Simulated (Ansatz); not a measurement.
MgH₂:
```
MgH2
1.0
    4.48503     0.00000     0.00000
    0.00000     4.48503     0.00000
    0.00000     0.00000     2.99605
Mg H
2 4
Cartesian
  0.00000   0.00000   0.00000
  2.24251   2.24251   1.49803
  1.36645   1.36645   0.00000
  0.87606   3.60896   1.49803
  3.11858   3.11858   0.00000
  3.60896   0.87606   1.49803
```

x, y and z are the axes in which the lattice vectors are written.

Q: Give the high-frequency dielectric tensor and the Born effective charge tensors of the independent atoms from DFPT, DFT-r²SCAN in the program Ansatz with PAW potentials.

A: 
ε∞:
```
3.62  0.00  0.00
0.00  3.62  0.00
0.00  0.00  3.65
```
Z* of atom 1 (Mg), rows: field, columns: displacement, in e:
```
1.85  0.12  0.00
0.12  1.85  0.00
0.00  0.00  1.94
```
Z* of atom 3 (H), rows: field, columns: displacement, in e:
```
-0.92  -0.21   0.00
-0.21  -0.92   0.00
 0.00   0.00  -0.97
```

Static charges for comparison (Bader): Mg1 +1.68, H3 -0.84 e. Born charges measure polarisation by displacement and can exceed these by far.

Space group P4_2/mnm (rutile). Symmetry was held in the r²SCAN relaxation; phonons on a q-mesh show no instability.

Potentials: the later of the program's two PAW sets.
